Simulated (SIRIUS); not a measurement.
A self-consistent single point of Nb (P-1, 7 atoms in the cell; from Materials Project mp-1104341, changed as shown).

```yaml
crystal:
  lattice:
    - [2.77045, 0.00000, 0.00000]
    - [0.16031, 4.65128, 0.00000]
    - [0.75645, 1.89046, 9.70351]
  atoms:
    - { symbol: Nb, position: [0.64750, 0.21778, 0.57125] }
    - { symbol: Nb, position: [0.35250, 0.78222, 0.42875] }
    - { symbol: Nb, position: [0.93924, 0.65044, 0.71360] }
    - { symbol: Nb, position: [0.06076, 0.34956, 0.28640] }
    - { symbol: Nb, position: [0.22321, 0.07763, 0.85667] }
    - { symbol: Nb, position: [0.77679, 0.92237, 0.14333] }
    - { symbol: Nb, position: [0.50000, 0.50000, 0.00000] }
```

Computed with PBEsol, GBRV PBEsol ultrasoft pseudopotentials (plane waves; SIRIUS).

SIRIUS settings:

| setting | value |
|---|---|
| parameters.ngridk | 5 3 2 |
| parameters.xc_functionals | [XC_GGA_X_PBE_SOL, XC_GGA_C_PBE_SOL] |
| parameters.gk_cutoff | 6.325 1/bohr |
| parameters.pw_cutoff | 14.143 1/bohr |
| parameters.smearing | gaussian |
| parameters.smearing_width | 0.00734986 Ha |
| potentials | GBRV PBEsol ultrasoft pseudopotentials |
| parameters.electronic_structure_method | pseudopotential |
| parameters.num_bands | 55 |
| parameters.num_mag_dims | 0 |
| parameters.num_dft_iter | 100 |
| parameters.energy_tol | 1e-07 Ha |
| parameters.density_tol | 1e-06 |
| mixer.type | anderson |
| mixer.beta | 0.5 |
| mixer.use_hartree | true |

Results:

| Property | Value |
|---|---|
| Number of valence electrons | 91 |
| Number of bands | 55 |
| Number of k-points after the program's reduction | 16 |
| Number of plane waves (most at a k-point) | 3622 |
| Number of SCF iterations | 17 |
| FFT grid | 27 × 45 × 90 |
| Free energy E − TS | -11231.2338 eV |
| Fermi level (on the code's own zero) | 18.05 eV |
| Pressure | -2.76 GPa |
| Largest force (vector length) | 0.079 eV/Å |

Forces (eV/Å):
| atom | Fx | Fy | Fz |
|---|---|---|---|
| Nb1 | -0.029 | -0.033 | -0.010 |
| Nb2 | 0.029 | 0.033 | 0.010 |
| Nb3 | -0.061 | -0.050 | 0.008 |
| Nb4 | 0.061 | 0.050 | -0.008 |
| Nb5 | -0.049 | -0.042 | 0.001 |
| Nb6 | 0.049 | 0.042 | -0.001 |
| Nb7 | 0.000 | 0.000 | 0.000 |

Stress (GPa, positive for compression):
```
 1.50  -2.02   0.55
-2.02  -4.43   2.39
 0.55   2.39  -5.35
```

For comparison: a first run was changed to give this one (volume scaled by 0.99), and from it to this one the free energy drops by 3.9 meV/atom, the pressure goes from -4.48 to -2.76 GPa and the largest force hardly changes (0.076 to 0.079 eV/Å).

The structure comes from a collection of computed structures, made at another level of theory; the collection holds predicted forms beside known ones. Its lattice was then scaled. No clean gap shows at this smearing width and mesh (spacing up to 0.46 Å⁻¹); the mesh is coarse for partly filled bands, so the values carry mesh errors.

Cost on one core: roughly 70 core-seconds.
